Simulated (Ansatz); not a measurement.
**YPd3, first-principles data**

YPd3 (Cu3Au type, space group No. 221), a = b = c = 4.0160 Å, α = β = γ = 90.00°.

Space group Pm-3m (No. 221), Cu3Au type; conventional cell a = b = c = 4.0160 Å, α = β = γ = 90.00°.

Method: LDA (plane waves, PAW; program Ansatz). Geometry: relaxed at this level of theory. Other levels are named where they apply.

Cell and energy:

```
Quantity                                                       Value
-----------------------------------------------------  -------------
Volume per atom                                             16.19 Å³
Density                                                  10.46 g/cm³
Formation energy from the elements (no fitted shifts)  -0.89 eV/atom
```

Electronic structure:

```
Property                                                                     Value
------------------------------------  --------------------------------------------
Electronic character                                             metallic (no gap)
Density of states at the Fermi level  0.52 states/eV per atom (mean over ±0.08 eV)
```

Mechanics:

```
Property                                                                       Value
--------------------------------------------  --------------------------------------
Bulk modulus (Birch–Murnaghan fit)                                           162 GPa
Pressure derivative B′                                                           4.9
Elastic constants (relaxed ions, GPa)               C11 = 223, C12 = 132, C44 = 85.3
Mechanical stability                          stable (all eigenvalues of C positive)
Hill bulk and shear moduli                                          162 and 66.5 GPa
Young's modulus                                                              176 GPa
Poisson's ratio                                                                 0.32
Debye temperature from the elastic constants                                   332 K
```

Phonons:

```
Quantity                                       Result
-----------------------------  ----------------------
Highest zone-centre frequency                198 cm⁻¹
Zone-centre stability          no imaginary mode at Γ
```

The first step of the workflow began from a Materials Project structure, measured or hypothetical; the Crystallography Open Database files this formula in space group No. 221, but the cells were not matched. Its standing as an ambient phase is unchecked. Symmetry was held in the LDA relaxation. The run is not spin-polarised. As this level gives no gap, shear constants depend on the k-mesh and smearing (Fermi–Dirac, 0.1 eV here). As this level gives no gap, phonon frequencies hold no LO–TO term and depend on the k-mesh and smearing (Fermi–Dirac, 0.1 eV here). The references are the lowest solids computed at this level, not always the standard phases. Spin–orbit coupling is left out wherever it is not named.

Potentials: the later of the program's two PAW sets.
